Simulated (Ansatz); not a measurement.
This cell of FePt (CuAu type, space group P4/mmm) is off equilibrium:

```xyz
2
Lattice="2.6619 0.0000 0.0000 0.0000 2.6619 0.0000 0.0000 0.0000 3.7679" Properties=species:S:1:pos:R:3 pbc="T T T"
Fe     1.3309     1.3309     1.8840
Pt     0.0000     0.0000     0.0000
```

The numbers are results of r2SCAN (plane waves to 500 eV, PAW, scalar-relativistic; Ansatz, a program for electronic structure), not measurements. k mesh 17×17×13 (Γ-centred), Fermi-Dirac smearing 0.05 eV. The energy includes the smearing's −TS. Stress and pressure are positive under compression. With partly filled bands, the response to shear is sensitive to the k mesh, so small differences along c/a are uncertain. FePt was relaxed with its symmetry unable to fall. Relaxed FePt ends ferromagnetic. Spin-orbit coupling is left out, though Pt is heavy. Other magnetic orders were not checked, so this need not be the ground state.

### Question
What is the stress tensor (GPa)?

### Answer
```
   12.3      0.0      0.0
    0.0     12.3      0.0
    0.0      0.0      5.4
```
The pressure, a third of the trace, is 10.0 GPa.

### Question
It is the relaxed cell deformed to V/V₀ = 0.960, (c/a)/(c/a)₀ = 1.040, c along z, fractional positions held. What is its energy relative to the relaxed cell?

### Answer
24 meV/atom.

(Under strain, the slope of the energy per volume gives the stress and its curvature an elastic modulus.)
